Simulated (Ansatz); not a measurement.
Relaxation of a relaxed TaAs cell shaken by Gaussian noise of σ = 0.08 Å a coordinate; 8 atoms in the cell, which starts as P1 (No. 1), aP8; a = 4.569 Å, b = 4.859 Å, c = 6.049 Å, α = 90.00°, β = 90.00°, γ = 90.00°. These are r2SCAN (plane waves to 500 eV, PAW, scalar-relativistic; Ansatz, an electronic-structure program) values and carry that method's errors. Γ-centred k-mesh 4×5×5 on the run's cell (coarser than for final values), Fermi–Dirac smearing 0.05 eV. This is the first round of the run. 

The optimiser's lines from the output (shortened; P is positive under compression):

```
relax step   1: F+E_penalty+E_count = -59239.55701898 eV  Δ(F+E_penalty+E_count) = +0.000e0 eV  max|allowed force component| = 4.492e0 eV/Å  Δτ_max = 0.0000 Å  P = +5.119 GPa  Ω = 134.284 Å³  (11 SCF iters, dr2 threshold 1.00e-7 eV, accepted)
relax step   2: F+E_penalty+E_count = -59240.73830480 eV  Δ(F+E_penalty+E_count) = -1.181e0 eV  max|allowed force component| = 4.901e-1 eV/Å  Δτ_max = 0.1999 Å  P = +0.270 GPa  Ω = 134.714 Å³  (9 SCF iters, dr2 threshold 8.00e-7 eV, accepted)
relax step   3: F+E_penalty+E_count = -59240.81035035 eV  Δ(F+E_penalty+E_count) = -7.205e-2 eV  max|allowed force component| = 1.296e-1 eV/Å  Δτ_max = 0.0922 Å  P = +0.088 GPa  Ω = 134.183 Å³  (9 SCF iters, dr2 threshold 8.00e-7 eV, accepted)
relax step   4: F+E_penalty+E_count = -59240.81475695 eV  Δ(F+E_penalty+E_count) = -4.407e-3 eV  max|allowed force component| = 1.931e-1 eV/Å  Δτ_max = 0.0529 Å  P = +0.092 GPa  Ω = 134.455 Å³  (7 SCF iters, dr2 threshold 8.00e-7 eV, accepted)
relax step   5: F+E_penalty+E_count = -59240.83266234 eV  Δ(F+E_penalty+E_count) = -1.791e-2 eV  max|allowed force component| = 6.151e-2 eV/Å  Δτ_max = 0.0269 Å  P = -0.252 GPa  Ω = 134.466 Å³  (6 SCF iters, dr2 threshold 8.00e-7 eV, accepted)
relax step   6: F+E_penalty+E_count = -59240.84045496 eV  Δ(F+E_penalty+E_count) = -7.793e-3 eV  max|allowed force component| = 7.000e-2 eV/Å  Δτ_max = 0.0548 Å  P = -0.477 GPa  Ω = 134.663 Å³  (8 SCF iters, dr2 threshold 6.20e-7 eV, accepted)
relax step   7: F+E_penalty+E_count = -59240.84261895 eV  Δ(F+E_penalty+E_count) = -2.164e-3 eV  max|allowed force component| = 1.156e-2 eV/Å  Δτ_max = 0.0077 Å  P = -0.147 GPa  Ω = 134.329 Å³  (6 SCF iters, dr2 threshold 8.00e-7 eV, accepted)
relax step   8: F+E_penalty+E_count = -59240.84282785 eV  Δ(F+E_penalty+E_count) = -2.089e-4 eV  max|allowed force component| = 4.937e-3 eV/Å  Δτ_max = 0.0033 Å  P = +0.024 GPa  Ω = 134.205 Å³  (5 SCF iters, dr2 threshold 2.39e-7 eV, accepted)
relax step   9: F+E_penalty+E_count = -59240.84282621 eV  Δ(F+E_penalty+E_count) = +1.643e-6 eV  max|allowed force component| = 4.918e-3 eV/Å  Δτ_max = 0.0008 Å  P = -0.001 GPa  Ω = 134.220 Å³  (6 SCF iters, dr2 threshold 4.59e-9 eV, accepted)
relax step  10: F+E_penalty+E_count = -59240.84281280 eV  Δ(F+E_penalty+E_count) = +1.341e-5 eV  max|allowed force component| = 4.932e-3 eV/Å  Δτ_max = 0.0000 Å  P = -0.001 GPa  Ω = 134.220 Å³  stress off target by 1.85e-2 GPa  SCF on the basis re-selected at this cell (its energy is not comparable with the rows above)  (5 SCF iters)
```

From the first to the last row the energy changes by -0.16 eV/atom and the volume by 0.0 %. The last row is marked as not comparable with the walk above it, whose basis was carried along; it does compare with step 1, since both stand on a basis selected at the nominal cutoff for their own cell.

Later rounds, restarted from the end of this one on a renewed k-mesh, logged 7 more steps and released under 0.01 eV/atom more. The final structure after all rounds: Pnma (No. 62), oP8; a = 6.0488 Å, b = 4.5689 Å, c = 4.8588 Å, α = β = γ = 90.00°. No spin polarisation in the result.

The relaxed structure here is a generated cell of TaAs: the first start was made by placing the elements on the sites of a structure type, and the end was not matched to a known phase here, so it may be hypothetical. Known forms of TaAs include space group No. 109.
